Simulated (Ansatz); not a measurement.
A relaxation computed with Ansatz, from input to last step.

```yaml
crystal:
  lattice:
    - [-3.323, 3.323, 2.7125]
    - [3.323, -3.323, 2.7125]
    - [3.323, 3.323, -2.7125]
  atoms:
    - { symbol: Mn, position: [0.75, 0.75, 0.0], spin: 2.44 }
    - { symbol: Mn, position: [0.25, 0.25, 0.0], spin: 2.44 }
    - { symbol: Sn, position: [0.159, 0.659, 0.818] }
    - { symbol: Sn, position: [0.659, 0.841, 0.5] }
    - { symbol: Sn, position: [0.841, 0.341, 0.182] }
    - { symbol: Sn, position: [0.341, 0.159, 0.5] }
basis:
  ecutwfc: 420
kpoints:
  mp_grid: { grid: [8, 8, 8] }
hamiltonian:
  xc: pbesol
scf:
  occupations: { method: gaussian, width: 0.1 }
output:
  forces: true
  stress: true
  eigenvalues: true
  populations: true
  write_density: true
  write_potential: true
  elf: true
  volumetric_format: npy
magnetization:
  spin_polarized: true
relax:
  adjacent_minimum: "off"
  f_tol: 0.01
  max_steps: 40
```

```bash
ansatz run input.yaml --threads 1 --pin off --max-ram 2560MiB --backend cpu --events-out ev --progress --plain --runs-dir out
```

All numbers below come from DFT PBEsol, scalar-relativistic, plane waves, PAW (Ansatz 0.2.0).

Of 3 frames 3 are shown, positions in Å and forces in eV/Å; the SCF threshold varies from step to step. The mark taken_back stands on steps that the optimiser undid.

```xyz
6
Lattice="-3.3230 3.3230 2.7125 3.3230 -3.3230 2.7125 3.3230 3.3230 -2.7125" Properties=species:S:1:pos:R:3:forces:R:3 pbc="T T T" step=1 free_energy_over_end_meV_per_atom=10.06
Mn    0.0000    0.0000    4.0687    0.0000    0.0000    0.0000
Mn    0.0000    0.0000    1.3562    0.0000    0.0000    0.0000
Sn    4.3797    1.0567    0.0000    0.3389    0.3389    0.0000
Sn    2.2663    1.0567    2.7125   -0.3389    0.3389    0.0000
Sn   -1.0567    2.2663    2.7125   -0.3389   -0.3389    0.0000
Sn    1.0567    2.2663    0.0000    0.3389   -0.3389    0.0000
6
Lattice="-3.3230 3.3230 2.7125 3.3230 -3.3230 2.7125 3.3230 3.3230 -2.7125" Properties=species:S:1:pos:R:3:forces:R:3 pbc="T T T" step=2 free_energy_over_end_meV_per_atom=13.82 taken_back
Mn    0.0000    0.0000    4.0687    0.0000    0.0000    0.0000
Mn    0.0000    0.0000    1.3562    0.0000    0.0000    0.0000
Sn    4.4865    1.1635    0.0000   -0.3209   -0.3209    0.0000
Sn    2.1595    1.1635    2.7125    0.3209   -0.3209    0.0000
Sn   -1.1635    2.1595    2.7125    0.3209    0.3209    0.0000
Sn    1.1635    2.1595    0.0000   -0.3209    0.3209    0.0000
6
Lattice="-3.3230 3.3230 2.7125 3.3230 -3.3230 2.7125 3.3230 3.3230 -2.7125" Properties=species:S:1:pos:R:3:forces:R:3 pbc="T T T" step=3 free_energy_over_end_meV_per_atom=0.00
Mn    0.0000    0.0000    4.0687    0.0000    0.0000    0.0000
Mn    0.0000    0.0000    1.3562    0.0000    0.0000    0.0000
Sn    4.4266    1.1036    0.0000   -0.0032   -0.0032    0.0000
Sn    2.2194    1.1036    2.7125    0.0032   -0.0032    0.0000
Sn   -1.1036    2.2194    2.7125    0.0032    0.0032    0.0000
Sn    1.1036    2.2194    0.0000   -0.0032    0.0032    0.0000
```

The run took 2.9 min on 1 thread of Intel(R) Xeon(R) Platinum 8259CL CPU @ 2.50GHz (Skylake/Cascade Lake) (shared host), peak memory 0.89 GiB.

Only parallel moments were tried here.